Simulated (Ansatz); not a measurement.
A geometry of In away from equilibrium: the start of the relaxation of a relaxed In cell, doubled along one cell vector, shaken by Gaussian noise of σ = 0.08 Å a coordinate. Calculation: PBE (plane waves to 420 eV, PAW, scalar-relativistic; Ansatz, a first-principles code). Γ-centred k-mesh 12×6×14 on the run's cell (coarser than for final values), Fermi–Dirac smearing 0.05 eV.

```xyz
2
Lattice="-1.6335 1.6335 2.5730 3.2671 -3.2671 5.1460 1.6335 1.6335 -2.5730" Properties=species:S:1:pos:R:3 pbc="T T T"
In     0.1385    -0.0321     2.6460
In     1.6012    -1.6733     5.0480
```

Question: Give the Cartesian forces on all atoms (eV/Å).

Answer: 
```
atom     Fx    Fy     Fz
----  -----  ----  -----
In1   -0.53  0.00  -0.28
In2    0.53  0.00   0.28
```

Question: What is the pressure?

Answer: +0.8 GPa, compression positive.

Question: How far above the relaxed end point is this geometry?

Answer: 0.04 eV/atom; the path ends in Fmmm (No. 69) at a tolerance of 0.01 Å, I4/mmm (No. 139) at 0.1 Å.

No spin polarisation in the result.

The run could not lose the symmetry of its start: the end is stationary, and may be a saddle point rather than a minimum.

The end of the path is a generated cell of In: the first start was made by placing the elements on the sites of a structure type, and the end was not matched to a known phase here, so it may be hypothetical. Known forms of In include space group No. 139.
